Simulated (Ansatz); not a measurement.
**SiGe$_{3}$O$_{8}$: relaxed-ion elastic tensor**

The calculation used DFT PBE, scalar-relativistic, plane waves, PAW (Ansatz 0.2.0). Settings: 420 eV plane-wave cutoff, Γ-centred 6×6×6 mesh, fixed occupations. No spin polarisation.

The cell, relaxed at this level:
```xyz
12
Lattice="4.4141 -2.8532 -0.0002 4.4141 2.8532 -0.0002 -0.0161 0.0000 4.4295" Properties=species:S:1:pos:R:3 pbc="T T T"
Si    0.0000    0.0000    0.0000
Ge    4.4141    0.0000   -0.0002
Ge    2.1990   -1.4266    2.2146
Ge    2.1990    1.4266    2.2146
O     7.4734    0.0000    3.1307
O     3.0873    0.0000    3.0353
O     5.7249    0.0000    1.3937
O     1.3387    0.0000    1.2983
O     5.2349    1.4995    3.5975
O     5.2349   -1.4995    3.5975
O     3.5772   -1.4995    0.8315
O     3.5772    1.4995    0.8315
```

The cell was found from a structure generator's guess, not taken from experiment.

Task: Give the relaxed-ion elastic constants (GPa, Voigt order xx yy zz yz xz xy, on the Cartesian axes of the cell above).

Result:
```
283.7 156.8 145.8   0.0   0.0   0.0
156.9 546.8 160.9   0.0  13.7   0.0
145.8 160.9 290.4   0.0   4.4   0.0
  0.0   0.0   0.0 149.0   0.0   9.8
  0.2  13.8   4.4   0.0 235.4   0.0
  0.0   0.0   0.0   9.8   0.0 149.4
```

Task: Is the crystal stable against homogeneous strain?

Result: Yes: the least eigenvalue of the tensor is 139.4 GPa.

Task: And the moduli of a polycrystal (Hill averages)?

Result: B = 218 GPa, G = 139 GPa, E = 344 GPa, ν = 0.24.
